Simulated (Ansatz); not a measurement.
A generated cell, not matched to a known phase here, of Cd₄Te₃S: P3m1 (No. 156), hP8; a = b = 4.470 Å, c = 14.637 Å, α = β = 90.00°, γ = 120.00°. Method: PBEsol (plane waves to 420 eV, PAW, scalar-relativistic; Ansatz, a first-principles code). Element references, the lowest calculated here: Te (P3₁21), S (Fddd), Cd (P6₃/mmc).

Total energies (eV/atom, σ → 0; comparable only within this code, potentials and settings):

| phase | E (eV/atom) |
|---|---|
| Cd4Te3S (P3m1) | -6791.120 |
| Te (P3₁21) | -6901.513 |
| S (Fddd) | -884.892 |
| Cd (P6₃/mmc) | -8184.063 |
| CdTe (F-43m) | -7543.172 |
| CdS (P6₃mc) | -4535.113 |

Problem. What is the formation energy of this P3m1 form of Cd4Te3S from the elements?

Solution. E_f = -6791.120 − [4 × (-8184.063) + 3 × (-6901.513) + 1 × (-884.892)] / 8 = -0.41 eV/atom (-3.3 eV per formula unit).

Problem. How does this cell stand against the other phases calculated?

Solution. It lies 0.04 eV/atom above their hull: Cd4Te3S → CdS + 3 CdTe (CdTe F-43m, CdS P6₃mc) releases that much. A lower structure of this composition may exist.

This is the hull of the energies calculated here, no anion corrections; phases that were not calculated are missing from it. Values are rounded to 0.01 eV/atom. Not shown to be the ambient phase of their composition (a lower form may be missing, and a cell relaxed within its start's symmetry can be a saddle point): Cd4Te3S (P3m1). Spin-orbit coupling is missing from these energies, which matters for elements this heavy. The compounds carry no spin polarisation.
